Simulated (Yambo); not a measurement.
G0W0@PBEsol for ZnCl2 (space group P4_2/nmc, No. 137) in Yambo (4×4×1 mesh, 7 Ry block, plasmon pole, screening fixed), without a terminator:

```tsv
bands N in G	gap Γ → Γ (eV)	shift of the valence edge (eV)
89	6.160	-1.115
146	6.167	-1.383
221	6.176	-1.503
```

Q: Extrapolate both columns to infinite N with E(N) = E∞ + A/N, test the form, and compare with the terminator.

A: From two points, E∞ = (N2 E2 − N1 E1)/(N2 − N1). The two largest N give 6.19 eV for the gap and -1.74 eV for the shift; the two smallest give 6.18 eV and -1.80 eV. For the gap the slopes A are -1.6 and -3.9 eV: the form isn't reached, and its limit is uncertain. For the shift the slopes A are 61 and 52 eV: the form isn't reached, and its limit is uncertain. With the Bruneval-Gonze terminator and 221 bands the run gives 6.21 eV and -1.63 eV, 0.02 eV and 0.10 eV from the extrapolated values: the terminator too is an estimate of the remainder. Block, mesh and the bands in W are held fixed.

Geometry relaxed with PBE+D3(BJ); primitive cell a = b = 3.6786 Å, c = 10.7475 Å, α = β = γ = 90.00°.

A shift is the quasiparticle energy of the state minus its PBEsol energy.
